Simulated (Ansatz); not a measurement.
**Relaxing a structure of Ti2C**

The relaxed structure here is a generated cell of Ti2C: the first start was made by placing the elements on the sites of a structure type, and the end was not matched to a known phase here, so it may be hypothetical.

The start is a generated cell, Ti2C built in the AFLOW prototype A2B_oC12_63_2c_c (C49, as in ZrSi2). Cell shape, volume and atoms are optimised at zero target pressure with PBEsol (plane waves to 420 eV, PAW, scalar-relativistic; Ansatz, an electronic-structure program). First-step values are on the input's coarse k-mesh.

Ansatz input (later rounds restart from its end on a renewed k-mesh):
Ansatz 0.2 input:
```yaml
crystal:
  lattice:
    - [1.7247225, -6.8064117, 0]
    - [1.7247225, 6.8064117, 0]
    - [0, 0, 3.393958]
  atoms:
    - { symbol: Ti, position: [0.939, 0.061, 0.25] }
    - { symbol: Ti, position: [0.061, 0.939, 0.75] }
    - { symbol: Ti, position: [0.25, 0.75, 0.25] }
    - { symbol: Ti, position: [0.75, 0.25, 0.75] }
    - { symbol: C, position: [0.604, 0.396, 0.25] }
    - { symbol: C, position: [0.396, 0.604, 0.75] }
basis: { ecutwfc: 420, ecutrho_ratio: 4, xc_grid: 2, fft_grid_basis: typed }
kpoints: { mp_grid: { grid: [7, 7, 7] } }
hamiltonian:
  xc: pbesol
  dispersion: none
  pseudopotentials: { kind: paw }
scf: { occupations: { method: fermi_dirac, width: 0.05 } }
relax: { f_tol: 0.01, max_steps: 100, cell: { stress_tol: 0.02 } }
output: { forces: true, stress: true }
```

Question: How much energy is released per atom?

Answer: 0.55 eV/atom.

Question: How does the volume per atom move from start to end?

Answer: -6.6 %, from 13.28 to 12.40 Å³/atom.

Question: How do the shortest distances between atoms change?

Answer: The closest pairs of elements (up to four, under 3.6 Å), start → end: C–Ti 2.49 → 2.07 Å; Ti–Ti 2.37 → 2.57 Å; C–C 3.30 → 2.71 Å.

Question: What band gap does the relaxed structure have at this level?

Answer: No gap (metallic).

Question: Write out the relaxed structure.

Answer: 
```cif
data_C4Ti8
_chemical_formula_sum 'Ti8 C4'
_space_group_name_H-M_alt 'Cmcm'
_space_group_IT_number 63
_space_group_name_Hall '-C 2c 2'
_cell_length_a 2.86950
_cell_length_b 12.34436
_cell_length_c 4.20175
_cell_angle_alpha 90.000
_cell_angle_beta 90.000
_cell_angle_gamma 90.000
loop_
_atom_site_label
_atom_site_type_symbol
_atom_site_symmetry_multiplicity
_atom_site_Wyckoff_symbol
_atom_site_fract_x
_atom_site_fract_y
_atom_site_fract_z
_atom_site_occupancy
Ti1 Ti 4 c 0.00000 0.06013 0.75000 1
Ti2 Ti 4 c 0.00000 0.18950 0.25000 1
C1 C 4 c 0.00000 0.56914 0.25000 1
```
(The calculation used a cell of 6 atoms; values per cell refer to that cell.)

The space group stays Cmcm (No. 63) (the run could not lower it), with 6 atoms in the primitive cell. Final values are on a 17×17×11 k-mesh of the relaxed cell. The start holds a very short contact (Ti–Ti 2.37 Å). No spin polarisation in the result.

The run could not lose the symmetry of its start, so the end can be a saddle point.
